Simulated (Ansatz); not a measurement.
## Data sheet: YSi (DFT)

YSi:
```
YSi
1.0
    3.49399     0.00000     0.00000
    0.00000     3.49399     0.00000
    0.00000     0.00000     3.49399
Y Si
1 1
Direct
  0.00000   0.00000   0.00000
  0.50000   0.50000   0.50000
```

Space group Pm-3m (No. 221), CsCl type; conventional cell a = b = c = 3.494 Å, α = β = γ = 90.00°.

Method: the program Ansatz at the PBEsol level (PAW). Geometry: relaxed at this level of theory. Other levels are named where they apply.

### Cell and energy

| Item | Value |
|---|---|
| Volume per atom | 21.33 Å³ |
| Density | 4.55 g/cm³ |
| Formation energy from the elements (no fitted shifts) | -0.49 eV/atom |

### Electronic structure

| Item | Result |
|---|---|
| Electronic character | metallic (no gap) |
| Density of states at the Fermi level | 1.1 states/eV per atom (mean over ±0.08 eV) |

### Mechanics

| Property | Result |
|---|---|
| Bulk modulus (Birch–Murnaghan fit) | 79.5 GPa |
| Pressure derivative B′ | 4.0 |
| Elastic constants (relaxed ions, GPa) | C11 = 9.1, C12 = 115, C44 = -32.4 |
| Mechanical stability | unstable (C has a negative eigenvalue) |

### Phonons

| Item | Result |
|---|---|
| Highest zone-centre frequency | 212 cm⁻¹ |
| Zone-centre stability | no imaginary mode at Γ |

A made-up cell: these elements were put on the sites of a structure type; neither database checked (COD, Materials Project) lists it. Whether it is the stable phase at ambient conditions was not checked. The cell was relaxed with PBEsol under the symmetry of its start. No spin polarisation was allowed. As this level gives no gap, shear constants depend on the k-mesh and smearing (Fermi–Dirac, 0.1 eV here). As this level gives no gap, phonon frequencies hold no LO–TO term and depend on the k-mesh and smearing (Fermi–Dirac, 0.1 eV here). The references are the lowest solids computed at this level, not always the standard phases. Scalar-relativistic: spin–orbit coupling is off unless named, which matters more the heavier the elements.

Potentials: the later of the program's two PAW sets.
